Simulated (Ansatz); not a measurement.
**Data sheet: Sr (DFT)**

Sr:
```cif
data_Sr
_chemical_formula_sum 'Sr1'
_space_group_name_H-M_alt 'P 1'
_space_group_IT_number 1
_cell_length_a 3.95903
_cell_length_b 3.95903
_cell_length_c 3.95903
_cell_angle_alpha 109.471
_cell_angle_beta 109.471
_cell_angle_gamma 109.471
loop_
_space_group_symop_operation_xyz
  'x, y, z'
loop_
_atom_site_label
_atom_site_type_symbol
_atom_site_fract_x
_atom_site_fract_y
_atom_site_fract_z
_atom_site_occupancy
Sr1 Sr 0.00000 0.00000 0.00000 1
```

Space group Im-3m (No. 229), bcc (W type); conventional cell a = 4.571 Å, b = 4.571 Å, c = 4.571 Å, α = 90.00°, β = 90.00°, γ = 90.00°.

Method: DFT-LDA in the program Ansatz with PAW potentials. Geometry: relaxed at this level of theory. Other levels are named where they apply.

**Cell and energy**

| Item | Value |
|---|---|
| Volume per atom | 47.77 Å³ |
| Density | 3.05 g/cm³ |

**Electronic structure**

| Item | Result |
|---|---|
| Electronic character | metallic (no gap) |
| Density of states at the Fermi level | 0.86 states/eV per atom (mean over ±0.08 eV) |

**Mechanics**

| Item | Result |
|---|---|
| Bulk modulus (Birch–Murnaghan fit) | 14.2 GPa |
| Pressure derivative B′ | 3.1 |
| Elastic constants (relaxed ions, GPa) | C11 = 16.6, C12 = 12.3, C44 = 16.0 |
| Mechanical stability | stable (all eigenvalues of C positive) |
| Hill bulk and shear moduli | 13.7 and 7.5 GPa |
| Young's modulus | 19.0 GPa |
| Poisson's ratio | 0.27 |
| Debye temperature from the elastic constants | 143 K |

The measured cell (COD 9008551; 887 K, pressure taken as ambient) has 57.04 Å³ per atom; the computed volume differs by -16.3 %, which includes thermal expansion and zero-point motion, and at this size may mean another phase or pressure.

This is a known high-temperature phase of the composition, computed here at zero pressure and temperature. Symmetry was held in the LDA relaxation; whether a distortion lowers the energy is not shown. The volume lies over 15 % below that of the usual cell of this phase: another minimum, or an error of the functional. As this level gives no gap, shear constants depend on the k-mesh and smearing (Fermi–Dirac, 0.1 eV here). Scalar-relativistic: spin–orbit coupling is off unless named, which matters more the heavier the elements.

Potentials: the later of the program's two PAW sets.
